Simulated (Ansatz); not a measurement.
CdS:
```xyz
2
Lattice="3.7534 0.0000 0.0000 -1.8767 3.2505 0.0000 0.0000 0.0000 3.4258" Properties=species:S:1:pos:R:3 pbc="T T T"
Cd     0.0000     0.0000     0.0000
S      1.8767     1.0835     1.7129
```

Relaxed with HSE06. Special points in fractions of this cell's reciprocal vectors: Γ (0.000, 0.000, 0.000); M (0.500, 0.000, 0.000); K (0.333, 0.333, 0.000); A (0.000, 0.000, 0.500); L (0.500, 0.000, 0.500); H (0.333, 0.333, 0.500).

Question: List the band energies nearest the valence-band maximum at these points for HSE06 in the plane-wave PAW code Ansatz.

Answer: In eV from the valence-band maximum; about four levels below and three above (degenerate sets whole), none deeper than 8.9 eV; … stands for higher levels left out; points with the same levels are listed once.

```json
[
 {"k": "Γ", "below": "-1.44 -0.95 -0.95", "above": "0.64 …"},
 {"k": "M", "below": "-5.92 -2.37 -0.17", "above": "3.02 6.96 …"},
 {"k": "K", "below": "-5.43 -4.37 0.00", "above": "6.33 6.64 …"},
 {"k": "A", "below": "-6.40 -0.40 -0.40", "above": "5.07 6.11 …"},
 {"k": "L", "below": "-4.39 -3.97 -0.63", "above": "0.55 5.97 …"},
 {"k": "H", "below": "-8.74 -3.92 -3.79 -1.80", "above": "1.13 2.64 …"}
]
```

Space group P-6m2. A made-up cell: these elements were put on the sites of a structure type; neither database checked (COD, Materials Project) lists it. It is not the phase usual at ambient conditions (space group No. 186, 216). Symmetry was held in the HSE06 relaxation; whether a distortion lowers the energy is not shown. The hybrid was solved on a coarse mesh, the path and, where they were found, the r²SCAN edge points; its band edges are the extreme levels among these. Scalar-relativistic: spin–orbit coupling is off unless named, which matters more the heavier the elements.

Potentials: the later of the program's two PAW sets.
